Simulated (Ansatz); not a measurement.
# Magnetic orders of WS

Computed with DFT PBE+U, scalar-relativistic, plane waves, PAW (Ansatz).

```
W S
1.0
     0.00000    2.74198    2.74198
     2.74198    0.00000    2.74198
     2.74198    2.74198    0.00000
W S
1 1
Direct
  0.00000 0.00000 0.00000
  0.50000 0.50000 0.50000
```

| Item | Value |
| --- | --- |
| plane-wave cutoff | 420 eV |
| Γ-centred k-mesh | 14×14×14 |
| occupation rule | Gaussian smearing, 0.1 eV |
| U_eff on Löwdin-orthogonalised atomic d orbitals | W 6.2 eV |
| list of starting moments (μB, in atom order) | 1 0 |
| check for lower electronic states after the SCF | on |

Each order was relaxed in cell and atoms. A propagation vector, in units of the reciprocal vectors, doubles the cell, which takes an equally dense mesh. Spin–orbit coupling is left out, which for heavy magnetic ions can matter as much as these differences. Site moments are spin moments in atom-centred spheres that scale with the neighbour distance. The states are those that the runs reached from these starts; a lower one can exist.

**Question.** Order the starts by the energy of the state that they reach, lowest first.
A. no spin
B. antiferromagnetic, doubled cell, propagation vector (0, 1/2, 1/2)
C. ferromagnetic

**Answer.** B (0.00 meV/atom), C (62.1 meV/atom), A (1557 meV/atom).

```json
{"start": "no spin", "ends": "non-magnetic", "energy above lowest (meV/atom)": "1557", "site moments (μB)": "none over 0.05", "gap on mesh (eV)": "metal", "volume (Å³/atom)": "16.35"}
{"start": "ferromagnetic", "ends": "ferromagnetic", "energy above lowest (meV/atom)": "62.1", "site moments (μB)": "W +2.97, S -0.14", "gap on mesh (eV)": "metal", "volume (Å³/atom)": "20.62"}
{"start": "antiferromagnetic, doubled cell, propagation vector (0, 1/2, 1/2)", "ends": "antiferromagnetic", "energy above lowest (meV/atom)": "0.00", "site moments (μB)": "W +2.84, W -2.84", "gap on mesh (eV)": "metal", "volume (Å³/atom)": "20.27"}
```

Cost: 3 runs of about 3.3 core-minutes in all, on Arm Neoverse V2 (shared hosts).